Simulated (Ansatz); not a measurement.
NbRu:
```yaml
crystal:
  lattice:
    - [3.04712, 0.00000, 0.00000]
    - [0.00000, 3.04712, 0.00000]
    - [0.00000, 0.00000, 3.39715]
  atoms:
    - { symbol: Nb, position: [0.00000, 0.00000, 0.00000] }
    - { symbol: Ru, position: [0.50000, 0.50000, 0.50000] }
```

Relaxed with r²SCAN. Special points in fractions of this cell's reciprocal vectors: Γ (0.000, 0.000, 0.000); X (0.000, 0.500, 0.000); M (0.500, 0.500, 0.000); Z (0.000, 0.000, 0.500); R (0.000, 0.500, 0.500); A (0.500, 0.500, 0.500).

Q: List the band energies nearest the Fermi level at these points for the program Ansatz at the r²SCAN level (PAW).

A: In eV from the Fermi level; about four levels below and three above (degenerate sets whole), none deeper than 8.9 eV; points with the same levels are listed once.

| k | below | above |
|---|---|---|
| Γ | -5.71 -2.44 -2.44 -1.53 | 0.36 1.73 3.77 |
| X | -2.10 -2.02 -1.24 -0.90 | 0.27 1.94 2.06 |
| M | -5.97 -5.78 -4.70 -4.70 | 0.51 1.26 1.86 1.86 |
| Z | -2.63 -1.81 -1.81 -0.85 | 0.23 0.54 0.54 |
| R | -5.64 -3.55 -3.50 -0.79 | 0.73 0.87 0.93 |
| A | -3.30 -2.68 -2.68 -0.22 | 0.55 3.32 4.32 |

Space group P4/mmm (L1₀ or tetragonal B2). The first step of the workflow began from a Materials Project structure, measured or hypothetical; the Crystallography Open Database files this formula in space group No. 123, but the cells were not matched. Whether it is the stable phase at ambient conditions was not checked. The cell was relaxed with r²SCAN under the symmetry of its start; whether a distortion lowers the energy is not shown. The run is not spin-polarised. Spin–orbit coupling is left out wherever it is not named.

Potentials: the later of the program's two PAW sets.
